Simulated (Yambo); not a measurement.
A BSE run in Yambo for CsHF₂ (space group I4/mcm, No. 140) (PBEsol bands; 4×4×4 mesh, 14 valence and 9 conduction bands, static screening with 78 bands and a 3 Ry block, scissor 3.51 eV, Tamm-Dancoff; field along x) gives:

```json
[
 {"state": "1", "energy (eV)": "8.71", "states within 2 meV": "2", "relative strength": "< 0.01", "class": "dark"},
 {"state": "2", "energy (eV)": "8.71", "states within 2 meV": "1", "relative strength": "< 0.01", "class": "dark"},
 {"state": "3", "energy (eV)": "8.82", "states within 2 meV": "1", "relative strength": "< 0.01", "class": "dark"},
 {"state": "4", "energy (eV)": "9.07", "states within 2 meV": "2", "relative strength": "1.00", "class": "strong"},
 {"state": "5", "energy (eV)": "9.26", "states within 2 meV": "1", "relative strength": "< 0.01", "class": "dark"}
]
```

Axes are Cartesian, with cell vectors (Å) (-3.06, 3.06, 3.89), (3.06, -3.06, 3.89), (3.06, 3.06, -3.89).

What changes when the window shrinks to 10 valence and 6 conduction bands?

The lowest state goes from 8.707 eV to 8.756 eV, and its distance below the direct gap from 1.371 eV to 1.323 eV. These are vertical excitations (zero momentum). The scissor comes from a G0W0 run whose convergence isn't established.

Geometry of the Materials Project entry, not relaxed at this level; primitive cell a = 5.8142 Å, b = 5.8142 Å, c = 5.8142 Å, α = 116.57°, β = 116.57°, γ = 96.04°.

The structure is a Materials Project entry; no match was found in the copy of COD used, and its stability was not checked.
